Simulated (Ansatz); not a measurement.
Zn (hcp, Mg type), conventional cell a = b = 2.6468 Å, c = 4.6794 Å, α = β = 90.00°, γ = 120.00°. The calculation uses the primitive cell of 2 atoms, to which meshes and values per cell refer.

The volume is varied about the relaxed value V₀ at fixed cell shape. Symmetry pins the atoms to their sites.

The numbers are results of r2SCAN (plane waves to 500 eV, PAW, scalar-relativistic; Ansatz, a quantum-chemistry and plane-wave program), not measurements. k mesh 20×20×10 (Γ-centred), Fermi-Dirac smearing 0.05 eV. The energy includes the smearing's −TS. With the shape held, the modulus is that of even scaling; a crystal free to change shape is softer. Zn was relaxed with its symmetry unable to fall. ΔE is measured from the relaxed starting cell. The last digit holds for this mesh only.

| V (Å³/atom) | ΔE (meV/atom) |
|---|---|
| 11.924 | 151.1 |
| 12.378 | 89.8 |
| 12.832 | 47.1 |
| 13.286 | 19.5 |
| 13.740 | 4.6 |
| 14.195 | 0.0 |
| 14.649 | 4.0 |
| 15.103 | 15.0 |
| 15.557 | 31.6 |
| 16.012 | 52.9 |
| 16.466 | 77.7 |

**Question.** What is the fitted pressure derivative B₀′?

**Answer.** 5.1.

**Question.** What bulk modulus at fixed cell shape B₀ follows from a third-order Birch-Murnaghan fit?

**Answer.** 93.0 GPa. Check by three points about V = 14.195 Å³/atom, step 0.908: d²E/dV² ≈ (20 − 2·0 + 15) meV / 0.908² = 0.0424 eV/Å⁶, and V·d²E/dV² × 160.2 = 96.4 GPa.

(Under strain, the slope of the energy per volume gives the stress and its curvature an elastic modulus.)
